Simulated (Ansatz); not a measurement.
Zr₂C in space group P4/nmm (No. 129; Zr on 2a, Zr on 2c, C on 2c), PBEsol (plane waves, PAW; program Ansatz), all energies at zero smearing, with the estimated change up to a 700 eV cutoff added, with one set of potentials and settings (totals compare only within such a set). Cell of 6 atoms (4 Zr, 2 C): -17008.022 eV.

```csv
element,reference phase,E (eV/atom)
Zr,"P6/mmm, 3 atoms in the cell",-4128.6456
C,"P6_3/mmc, 4 atoms in the cell",-246.6950
```

Formation energy per atom, worked out: (-17008.022 − 4×(-4128.6456) − 2×(-246.6950))/6 = -0.008 eV/atom (-1 kJ per mol of atoms), at 0 K, without zero-point energy or fitted corrections.

The cell is a constructed one: a structure type filled with these elements; neither database checked (COD, Materials Project) lists it. Its standing as an ambient phase is unchecked. The cell was relaxed with PBEsol under the symmetry of its start; whether a distortion lowers the energy is not shown. No spin polarisation was allowed. The references are the lowest solids computed at this level, not always the standard phases.

Potentials: the later of the program's two PAW sets.
